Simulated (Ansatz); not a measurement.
Space group P4/nmm:1 (No. 129). a = 3.906 Å, b = 3.906 Å, c = 8.281 Å, α = 90.00°, β = 90.00°, γ = 90.00°
```csv
atom,site,symmetry,x,y,z
Bi,2c,4mm,0.0000,0.5000,0.1514
Br,2c,4mm,0.0000,0.5000,0.6622
O,2a,-4m2,0.0000,0.0000,0.0000
```

Equation of state of this BiBrO structure (not necessarily the ground state), with shape and atoms relaxed at each volume where symmetry leaves them free. The calculation used Ansatz, DFT PBEsol, scalar-relativistic, plane waves, PAW.

Cutoff 420 eV; k points 8×8×4 on the computed 6-atom cell (Γ-centred); Gaussian smearing, width 0.02 eV; no spin polarisation.

```tsv
V (Å³/atom)	E − E(largest V) (meV/atom)	P (GPa)	gap on mesh (eV)
19.794	3.79	1.73	2.06
20.425	-0.68	0.72	2.08
21.057	-1.94	0.01	2.12
21.689	-1.37	-0.38	2.18
22.321	0.00	-0.49	2.23
```

Q: Fit a third-order Birch–Murnaghan equation to E(V).

A: V0 = 21.11 Å³/atom, B0 = 15 GPa, B0' = 21.7. B0' is unusual or poorly fixed by this range.

Spin-orbit coupling is left out, which matters for the bands of heavy elements.

Cost: 5 runs of about 11 core-minutes in all, on Intel Xeon Processor @ 2.50GHz (Skylake/Cascade Lake) (shared hosts).